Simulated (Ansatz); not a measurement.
**Trial structures of Sc₃Ga₂As: starts and ends**

Computed with DFT PBE, scalar-relativistic, plane waves, PAW in Ansatz 0.2.0. All cells share a 420 eV cutoff and Γ-centred k meshes spaced at most about 0.3 Å⁻¹ (about 0.25 or finer for metals, 2π included). Collinear spin in cells that started with moments and kept them past the coarse steps, no spin elsewhere.

Each guess was relaxed in cell and atoms at zero pressure, within the symmetry of its start. These are static total energies at zero pressure. Coordination counts Ga or Sc atoms around As (for each partner element, those within 1.25 times its shortest distance or 1.15 times the sum of covalent radii, where it is the nearest in units of that sum or under 1.3; a plus sign parts groups by distance over the sum of covalent radii).

```
guess      made from  start group  V start (Å³/atom)  end group  V end (Å³/atom)  coordination at the end  gap on mesh (eV)  largest moment (μB)  E over the lowest end (meV/atom)
    1   Ti3AlC2 type     P6_3/mmc               17.6   P6_3/mmc             21.4                     As 6                 0                    -                                42
    2    random cell       P6/mmm               19.0     P6/mmm             32.5                   As 2+6                 0                  0.4                              1464
    3   ErCo3B2 type       P6/mmm               17.1          ?                ?                        ?                 ?                    ?                                 ?
    4  Mg3HgAu2 type       P4/mmm               18.1     P4/mmm             19.1                     As 8                 0                    -                                 0
```

Guess 3 as it starts:

```cif
data_structure
_symmetry_space_group_name_H-M 'P6/mmm'
_symmetry_Int_Tables_number 191
_cell_length_a 5.8287
_cell_length_b 5.8287
_cell_length_c 3.4935
_cell_angle_alpha 90.000
_cell_angle_beta 90.000
_cell_angle_gamma 120.000
_cell_volume 102.79
loop_
_atom_site_label
_atom_site_type_symbol
_atom_site_symmetry_multiplicity
_atom_site_Wyckoff_symbol
_atom_site_fract_x
_atom_site_fract_y
_atom_site_fract_z
_atom_site_occupancy
Sc1 Sc 3 g 0.50000 0.00000 0.50000 1
Ga1 Ga 2 c 0.33333 0.66667 0.00000 1
As1 As 1 a 0.00000 0.00000 0.00000 1
```

Problem. Predict the end of this guess and its energy over the lowest end.

Solution. It ends in space group P6/mmm (No. 191), with a = 6.180 Å, c = 4.263 Å, 23.5 Å³/atom and no gap, without spin. It lies 0.70 eV/atom over the lowest end, above guess 1 and below guess 2. The shortest distance is 2.78 Å (Sc–Ga) in this end and 2.88 Å (Sc–As) in the lowest (guess 4).

```cif
data_structure
_symmetry_space_group_name_H-M 'P6/mmm'
_symmetry_Int_Tables_number 191
_cell_length_a 6.1796
_cell_length_b 6.1796
_cell_length_c 4.2626
_cell_angle_alpha 90.000
_cell_angle_beta 90.000
_cell_angle_gamma 120.000
_cell_volume 140.97
loop_
_atom_site_label
_atom_site_type_symbol
_atom_site_symmetry_multiplicity
_atom_site_Wyckoff_symbol
_atom_site_fract_x
_atom_site_fract_y
_atom_site_fract_z
_atom_site_occupancy
Sc1 Sc 3 g 0.50000 0.00000 0.50000 1
Ga1 Ga 2 c 0.33333 0.66667 0.00000 1
As1 As 1 a 0.00000 0.00000 0.00000 1
```

The zero of energy is the elements' standard structures at the same level; no fitted shifts are applied.

Problem. Is the lowest end bound against the elements?

Solution. Yes: its formation energy is −0.70 eV/atom. Whether it is stable depends on the other phases of the system, which aren't compared here.

A magnetic state wasn't ruled out in cells without spin, among them P6/mmm at 23.5 Å³/atom. The reference form of As is held partly by dispersion forces, which this level lacks. The magnetic state reached may not be the lowest. Cells relaxed within their symmetry can be saddle points. A lower structure may well exist outside this small set. Some types were kept out of the candidates beforehand, so the set may lack a known form.
